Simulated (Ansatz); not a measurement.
A relaxation computed with Ansatz, from input to last step.

```yaml
crystal:
  lattice:
    - [0.0, 2.9332720633, 2.9332720633]
    - [2.9332720633, 0.0, 2.9332720633]
    - [2.9332720633, 2.9332720633, 0.0]
  atoms:
    - { symbol: Rh, position: [0.25, 0.25, 0.25] }
    - { symbol: Rh, position: [0.75, 0.75, 0.75] }
    - { symbol: Cl, position: [0.0, 0.0, 0.0] }
basis:
  ecutwfc: 420
kpoints:
  mp_grid: { grid: [6, 6, 6] }
hamiltonian:
  xc: pbe
scf:
  occupations: { method: gaussian, width: 0.1 }
  lower_state_search: "off"
output:
  forces: true
  stress: true
  eigenvalues: true
relax:
  adjacent_minimum: "off"
  f_tol: 0.04
  max_steps: 70
  cell: { stress_tol: 0.4 }
```

```bash
ansatz run input.yaml --threads 1 --pin off --max-ram 2560MiB --backend cpu --events-out ev --progress --plain --runs-dir out
```

The calculation used DFT PBE, scalar-relativistic, plane waves, PAW in Ansatz 0.2.0.

Of 4 frames 4 are shown, positions in Å and forces in eV/Å; the SCF threshold varies from step to step. Steps run on the plane waves of an earlier cell, with a Pulay correction in the pressure. The basis is chosen afresh for the last frame, the zero of the energies, and at times for earlier ones too; energy and pressure step there, also at an unchanged geometry.

```xyz
3
Lattice="0.0000 2.9333 2.9333 2.9333 0.0000 2.9333 2.9333 2.9333 0.0000" Properties=species:S:1:pos:R:3:forces:R:3 pbc="T T T" step=1 free_energy_over_end_meV_per_atom=15.79 pressure_GPa=-5.53
Rh    1.4666    1.4666    1.4666    0.0000    0.0000    0.0000
Rh    4.3999    4.3999    4.3999    0.0000    0.0000    0.0000
Cl    0.0000    0.0000    0.0000    0.0000    0.0000    0.0000
3
Lattice="0.0000 2.8859 2.8859 2.8859 0.0000 2.8859 2.8859 2.8859 0.0000" Properties=species:S:1:pos:R:3:forces:R:3 pbc="T T T" step=2 free_energy_over_end_meV_per_atom=-0.20 pressure_GPa=-0.46
Rh    1.4429    1.4429    1.4429    0.0000    0.0000    0.0000
Rh    4.3288    4.3288    4.3288    0.0000    0.0000    0.0000
Cl    0.0000    0.0000    0.0000    0.0000    0.0000    0.0000
3
Lattice="0.0000 2.8817 2.8817 2.8817 0.0000 2.8817 2.8817 2.8817 0.0000" Properties=species:S:1:pos:R:3:forces:R:3 pbc="T T T" step=3 free_energy_over_end_meV_per_atom=-0.31 pressure_GPa=0.06
Rh    1.4409    1.4409    1.4409    0.0000    0.0000    0.0000
Rh    4.3226    4.3226    4.3226    0.0000    0.0000    0.0000
Cl    0.0000    0.0000    0.0000    0.0000    0.0000    0.0000
3
Lattice="0.0000 2.8817 2.8817 2.8817 0.0000 2.8817 2.8817 2.8817 0.0000" Properties=species:S:1:pos:R:3:forces:R:3 pbc="T T T" step=4 free_energy_over_end_meV_per_atom=0.00 pressure_GPa=0.07
Rh    1.4409    1.4409    1.4409    0.0000    0.0000    0.0000
Rh    4.3226    4.3226    4.3226    0.0000    0.0000    0.0000
Cl    0.0000    0.0000    0.0000    0.0000    0.0000    0.0000
```

The start puts this composition into another compound's structure type, which needn't suit it. At the end the space group is Fm-3m (tolerance 0.05 Å).

It took 5.2 s on 1 thread of Arm Neoverse V1, with other jobs on the host, peak memory 0.31 GiB.

The k mesh is coarse. Spin polarisation was left out, and a magnetic state may lie lower.